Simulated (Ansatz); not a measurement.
Input and command of a plane-wave DFT calculation in Ansatz:

```yaml
crystal:
  lattice:
    - [3.9585, 0.0, 0.0]
    - [0.0, 3.9585, 0.0]
    - [0.0, 0.0, 4.017]
  atoms:
    - { symbol: Sr, position: [0.5, 0.5, 0.5] }
    - { symbol: Mg, position: [0.0, 0.0, 0.0] }
basis:
  ecutwfc: 420
kpoints:
  mp_grid: { grid: [12, 12, 12] }
hamiltonian:
  xc: pbesol
scf:
  occupations: { method: gaussian, width: 0.15 }
output:
  forces: true
  stress: true
  eigenvalues: true
  write_density: true
  write_potential: true
  elf: true
  volumetric_format: npy
```

```bash
ansatz run input.yaml --threads 1 --pin off --max-ram 2560MiB --backend cpu --events-out ev --progress --plain --runs-dir out
```

Processor: Arm Neoverse V1, 1 thread, on a host shared with other jobs.

Task: Estimate time, memory and problem size.

Result: About 13 s on 1 thread of Arm Neoverse V1, with other jobs on the host, peak memory 0.41 GiB. It solves 14 bands at 196 k points (the mesh reduced by symmetry) with about 1221 plane waves, in 6 SCF iterations.
